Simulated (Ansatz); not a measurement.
# Te (R-3m), two-dimensional strain map

Level of theory: DFT r2SCAN, scalar-relativistic, plane waves, PAW in Ansatz 0.2.0. Settings: plane waves to 500 eV, k-mesh 15×15×15 (Γ-centred), Gaussian smearing 0.15 eV. No spin polarisation. Energies are free energies at this smearing, counted from the undisturbed cell; pressure is positive in compression.

Reference structure (as given, not relaxed at this level; it stands at 1.8 GPa; this form isn't the usual structure):

```xyz
1
Lattice="2.3059 1.3313 1.6910 -2.3059 1.3313 1.6910 0.0000 -2.6626 1.6910" Properties=species:S:1:pos:R:3 pbc="T T T"
Te    0.0000    0.0000    2.5364
```

The cell is strained by p along both x and y and by q along z, fractional coordinates fixed. Points are written (p, q).

Energy above the undisturbed cell in meV/atom (a dash: not computed):

```csv
p \ q,-0.030,-0.015,0.000,0.030
-0.030,86.0,65.2,47.0,18.8
0.000,15.1,–,0.0,-6.8
0.030,-0.3,–,2.5,12.3
```

Pressure in GPa:

```
 p \ q  -0.030  -0.015  0.000  0.030
-0.030     8.9     7.7    6.5    4.3
 0.000     3.5       –    1.8    0.2
 0.030    -0.5       –   -1.7   -2.8
```